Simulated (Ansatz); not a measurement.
Consider the following.

BiSb:
```xyz
2
Lattice="2.2002 1.2703 3.7473 -2.2002 1.2703 3.7473 0.0000 -2.5406 3.7473" Properties=species:S:1:pos:R:3 pbc="T T T"
Sb     0.0000     0.0000     2.6591
Bi     0.0000     0.0000     8.5831
```

This is the LDA-relaxed structure.

Question: All from plane-wave PAW LDA (Ansatz code), unless another level is named. Predict the electronic character.

Answer: no gap, with almost no states at the Fermi level (zero-gap or semimetallic).

Question: What about the formation energy from the elements (no fitted shifts)?

Answer: -0.003 eV/atom.

Space group R3m. The workflow started from a Materials Project entry (that database holds measured and hypothetical structures alike); the Crystallography Open Database copy checked does not list it. Whether it is the stable phase at ambient conditions was not checked. The LDA relaxation kept the symmetry of its start; of distortions, only those at the zone centre were tested. The references are the lowest solids computed at this level, not always the standard phases. Spin–orbit coupling is left out wherever it is not named.

Potentials: the later of the program's two PAW sets.
